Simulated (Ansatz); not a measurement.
The relaxed structure here is a generated cell of Nb: the first start was made by placing the elements on the sites of a structure type, and the end was not matched to a known phase here, so it may be hypothetical. Known forms of Nb include space group No. 229.

A relaxed cell of Nb (Pm-3m (No. 221)), relaxed on a k-mesh at least as fine as the one used below. The numbers are results of r2SCAN (plane waves to 500 eV, PAW, scalar-relativistic; Ansatz, a quantum-chemistry and plane-wave program), not measurements. Γ-centred k-mesh 12×12×12 on the run's cell (coarser than for final values), Fermi–Dirac smearing 0.05 eV.

```
Nb
1.0
    5.41810     0.00000     0.00000
    2.70905     2.70905     0.00000
    0.00000     0.00000     2.70905
Nb
2
Direct
  0.00000   0.00000   0.00000
  0.50000   0.00000   0.00000
```

The atoms are displaced along an unstable phonon of this cell by (Å):

```
atom     ux     uy      uz
----  -----  -----  ------
Nb1   0.000  0.000   0.150
Nb2   0.000  0.000  -0.150
```

Question: What forces (eV/Å) and pressure result?

Answer: 
```tsv
atom	Fx	Fy	Fz
Nb1	0.00	0.00	1.22
Nb2	0.00	0.00	-1.22
```

Pressure -1.1 GPa.

Question: Estimate the energy cost of the displacement in the harmonic approximation and compare with the calculation.

Answer: For a harmonic well ΔE = −½ Σ F·u = -0.183 eV a cell, or -91 meV/atom. The calculated energy relative to the undisplaced cell is -0.09 eV/atom, so the harmonic estimate holds well.

The undisplaced cell is probably no minimum: from this displacement the run went on to Im-3m (No. 229), 1.00 eV/atom below it.

No spin polarisation in the result.
